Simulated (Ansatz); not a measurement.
**What DFT gives for Mo (Im-3m)**

The conventional cell has a = 3.129 Å, b = 3.129 Å, c = 3.129 Å, α = 90.00°, β = 90.00°, γ = 90.00°. Mo (atom 1) has 8 Mo at 2.71 Å as nearest neighbours.

Ansatz runs use the cell relaxed by PAW under their functional.

(1) What do its conduction electrons give? (PBEsol, all-electron LAPW in Ansatz 0.2.0, scalar-relativistic; a = 3.129 Å; k mesh 16×16×16, fine mesh 24×24×24, Fermi-Dirac smearing of 0.080 eV, basis error target 1 meV/atom)

(2) How stiff is it? (PBEsol, all-electron LAPW in Ansatz 0.2.0, scalar-relativistic; a = 3.129 Å; k mesh 22×22×22, strains of ±0.003, Fermi-Dirac smearing of 0.050 eV, basis error target 1 meV/atom)

(3) How does it vibrate? (LDA, all-electron LAPW in Ansatz 0.2.0, scalar-relativistic; a = 3.112 Å; k mesh 20×20×20, Fermi-Dirac smearing of 0.080 eV, basis error target 1 meV/atom; q mesh 4×4×4)

(4) Does the elastic Debye temperature match the top of the phonon spectrum?

Results:

(1) Fermi-surface sums: N(E_F) = 0.58 states/eV/atom, ħω_p (r.m.s. of x, y, z) = 9.0 eV, Fermi speed = 0.85×10⁶ m/s.

(2) Elastic moduli (Hill averages, relaxed ions; θ_D from sound speeds over directions): B = 278 GPa, G = 121 GPa, C11 = 487 GPa, C44 = 102 GPa, ν = 0.310, θ_D = 456 K.

(3) Harmonic phonons by finite displacements (negative means unstable): highest mode = 273 cm⁻¹, lowest at N = 160 cm⁻¹, lowest at P = 217 cm⁻¹, lowest at H = 176 cm⁻¹.

(4) k_Bθ_D corresponds to 317 cm⁻¹, against a highest mode of 273 cm⁻¹ on the mesh, a ratio of 1.16. The Debye cutoff comes from sound speeds alone and needn't equal it.

Known limits: these sums move with the mesh, by several per cent and more for small sheets (Fermi surface); responses of metals move with mesh and smearing (moduli, phonons).
